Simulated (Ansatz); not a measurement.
This guess for Na₂HgH₄ is about to be relaxed.

```cif
data_structure
_symmetry_space_group_name_H-M 'F-43m'
_symmetry_Int_Tables_number 216
_cell_length_a 7.7601
_cell_length_b 7.7601
_cell_length_c 7.7601
_cell_angle_alpha 90.000
_cell_angle_beta 90.000
_cell_angle_gamma 90.000
_cell_volume 467.31
loop_
_atom_site_label
_atom_site_type_symbol
_atom_site_symmetry_multiplicity
_atom_site_Wyckoff_symbol
_atom_site_fract_x
_atom_site_fract_y
_atom_site_fract_z
_atom_site_occupancy
Na1 Na 4 c 0.25000 0.25000 0.25000 1
Na2 Na 4 b 0.50000 0.00000 0.00000 1
Hg1 Hg 4 d 0.25000 0.25000 0.75000 1
H1 H 16 e 0.43872 0.06128 0.43872 1
```

These are results of DFT PBE, scalar-relativistic, plane waves, PAW (Ansatz 0.2.0), not measurements. Cutoff 420 eV, Gaussian smearing, Γ-centred meshes. Cell and atoms relax first on a coarse mesh and then on a finer one. In between, the cell is made exact in the group found at 0.06 Å. In metals the finer mesh still leaves noise of several meV/atom or more. The steps can't lower the symmetry of their start. No spin polarisation.

A guess keeps its type if space group and coordination stay and the shape of the cell changes little (axis ratios within about 15 %, angles within 6°); the volume may change.

Task: Will the relaxed cell still be of the starting type?

Result: It keeps its type. The symmetry stays F-43m (No. 216). The volume per atom shrinks by 22.0 %, from 16.7 to 13.0 Å³. The shortest distance goes from 1.35 Å (H–H) to 1.50 Å (H–H). Counting neighbours within 15 % of an atom's shortest distance, the start has H 3, Hg 16, Na 4/20 and the end H 3, Hg 16, Na 4/20.

The last run used a 10×10×10 mesh for its 7-atom cell and Gaussian smearing of 0.10 eV. These runs have no spin–orbit coupling, which can matter for Hg. A structure relaxed within its symmetry needn't be a true minimum.

In counts of neighbours, a slash parts the counts of unlike sites.
